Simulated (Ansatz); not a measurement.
**Question.** Each is relaxed and computed with DFT-r²SCAN in the program Ansatz with PAW potentials. Which is the only metal?
A. CoLi3Nb3O12Ti, P1 (Pearson symbol aP20)
B. BaGaGeH, P3m1 (Ba on 1b, Ga on 1a, Ge on 1c, H on 1a)
C. Ba2H3I, P-3m1 (Ba on 2d, H on 2d, H on 1b, I on 1a)
D. NbH, Cmme (Nb on 4g, H on 4a)

**Answer.** D, NbH, Cmme (Nb on 4g, H on 4a). NbH: metal; Ba2H3I: gap 2.74 eV (indirect); BaGaGeH: gap 0.56 eV; CoLi3Nb3O12Ti: gap 1.48 eV. Spin orders computed, not proven ground states: CoLi3Nb3O12Ti, P1 (Pearson symbol aP20) ferromagnetic. Typed or built starts, not in the databases checked: CoLi3Nb3O12Ti, P1 (Pearson symbol aP20). Standing as an ambient phase not checked: NbH, Cmme (Nb on 4g, H on 4a); Ba2H3I, P-3m1 (Ba on 2d, H on 2d, H on 1b, I on 1a); BaGaGeH, P3m1 (Ba on 1b, Ga on 1a, Ge on 1c, H on 1a). All cells were relaxed under the symmetry of their starts (and spin orders); stability against distortions was not tested throughout. Rows with no word on spin ran without spin polarisation. No Hubbard U is applied. Spin–orbit coupling is left out wherever it is not named.

Potentials: the later of the program's two PAW sets.
